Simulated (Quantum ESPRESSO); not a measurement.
Zn2AlFO3, convergence and cost over cutoff and k mesh

Simulated, not a measurement. The program is pw.x of Quantum ESPRESSO 7.5 (plane-wave density functional theory). The cell is made up: 7 atoms on a zincblende/diamond lattice with one site empty, with randomly drawn elements, strain and displacements, not relaxed. PseudoDojo standard norm-conserving files (v0.5 for PBE, v0.4.1 for LDA and PBEsol) set the functional; there is no spin polarisation, spin-orbit coupling or dispersion term, and the masses in the input are unused placeholders.

Input of the run in row 4:

```
&control calculation='scf', pseudo_dir='./dojo.nc.sr.pbe.v0_5.standard.upf', outdir='./o', disk_io='low', tprnfor=.true., tstress=.true. /
&system ibrav=0, nat=7, ntyp=4, nbnd=40, ecutwfc=84.00895049, nosym=.true., tot_charge=0,
 occupations='smearing', smearing='fd', degauss=0.0018374661
/
&electrons conv_thr=7.350e-09, electron_maxstep=60, /
ATOMIC_SPECIES
Al 1.0 Al.upf
F 1.0 F.upf
O 1.0 O.upf
Zn 1.0 Zn.upf
CELL_PARAMETERS angstrom
4.53 0.0338 0.0206
0.0338 4.4725 0.072
0.0206 0.072 4.5431
ATOMIC_POSITIONS angstrom
Zn -0.0668 0.0138 0.0394
Al 2.3239 0.1307 2.3731
Zn 2.2443 2.259 0.0137
F 1.1219 1.1626 1.0921
O 1.1238 3.3666 3.5435
O 3.2775 1.117 3.5137
O 3.3691 3.4216 1.2222
K_POINTS automatic
4 4 4 1 1 1
```

The same cell was run at these settings. Meshes are shifted by half a step, and differences are from the last row, which is itself not exact.

```
cutoff (eV)     k mesh  k points solved  threshold (eV)  free energy less the last row's (eV)  pressure (GPa)  largest stress difference (GPa)  largest force difference (eV/Å)  iterations  wall time (s)  k-point pools        processor
        800  2 x 2 x 2                4           1e-04                                 3.192          -50.85                            49.98                            0.061           8             16              4  AMD EPYC, older
       1143  1 x 1 x 1                1           1e-07                                 1.213            0.37                             2.35                            0.418          11             23              4  AMD EPYC, older
        608  4 x 4 x 4               32           1e-07                                48.291         -407.52                           406.18                            0.351          11             41              4  AMD EPYC, older
       1143  4 x 4 x 4               32           1e-07                                 0.001           -1.55                             0.02                            0.001          12             97              4  AMD EPYC, older
       1437  6 x 6 x 6              108           1e-07                                 0.000           -1.53                             0.00                            0.000          12            485              4  AMD EPYC, older
```

Each pool is one process. Wall times include start-up and a band step at six k points, which weighs most on the coarsest meshes. The runs were on shared virtual cores whose load varied, so times are rough.